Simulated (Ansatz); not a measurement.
Rh (fcc, Cu type)

```
Rh
1.0
    3.80012     0.00000     0.00000
    0.00000     3.80012     0.00000
    0.00000     0.00000     3.80012
Rh
4
Cartesian
  0.00000   0.00000   0.00000
  1.90006   1.90006   0.00000
  1.90006   0.00000   1.90006
  0.00000   1.90006   1.90006
```

In this cell atom 1 (Rh, nearest neighbour Rh at 2.687 Å; its periodic images, 3.8 Å or more away, move with it) is moved by s along Cartesian x, unit vector (1.000, 0.000, 0.000); all other atoms and the cell stay fixed.

Method: r2SCAN (plane waves to 500 eV, PAW, scalar-relativistic; Ansatz, a first-principles code). k mesh 10×10×10 (Γ-centred), Fermi-Dirac smearing 0.05 eV. E stands for the smeared free energy. With partly filled bands, energies and forces of such displacements shift with the k mesh and the smearing. Rh is run without spin polarisation. Rh was relaxed with its symmetry unable to fall. The PAW data are Ansatz's earlier set. The zero of ΔE is the undisplaced structure. The last digit holds for this mesh only.

```tsv
s (Å)	ΔE (meV/cell)
-0.270	withheld
-0.216	272.2
-0.162	152.6
-0.108	67.8
-0.054	16.9
0.000	0.0
0.054	16.9
0.108	67.8
0.162	152.6
0.216	272.2
0.270	withheld
```

Task: Fit an even polynomial form (powers 2, 4) to the given rows and predict ΔE at s = -0.270.

Result: Least squares on the 9 given rows: ΔE = (5796)·s² + (818.8)·s⁴, in meV/cell with s in Å; root-mean-square residual 0.05 meV/cell. At -0.270 the fit gives 426.9 meV/cell; the calculation gives 429.1 meV/cell, so the extrapolation is off by -2.2 (-0.5 %). The quadratic term alone would give 422.5 meV/cell.

(A displaced cell: forces are minus the slopes of the energy, force constants its curvatures, and phonons follow from these.)
